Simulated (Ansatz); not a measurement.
Values for one crystal, relaxed and computed with plane-wave PAW PBE (Ansatz code); other levels are named.

```yaml
volume_per_atom: 11.60 Å³
electronic_character: metallic (no gap)
Formation energy from the elements (no fitted shifts): -0.59 eV/atom
Pressure derivative B′: 4.3
Bulk modulus (Birch–Murnaghan fit): 1790 kbar
Density of states at the Fermi level: 0.33 states/eV per atom (mean over ±0.08 eV)
```

Question: Which compound is it?
A) AlAg, rock salt
B) TaAl, L1₀ or tetragonal B2
C) AlCo, CsCl type
D) NbAg, Pmma (Ag on 2e, Nb on 2f)

Answer: C, AlCo, CsCl type

Space group Pm-3m (CsCl type). The PBE relaxation kept the symmetry of its start. The workflow began spin-polarised and lost its moments. The cell computed holds one magnetic atom, so no antiferromagnetic order was within reach. The references are the lowest solids computed at this level, not always the standard phases.

Potentials: the earlier of the program's two PAW sets.
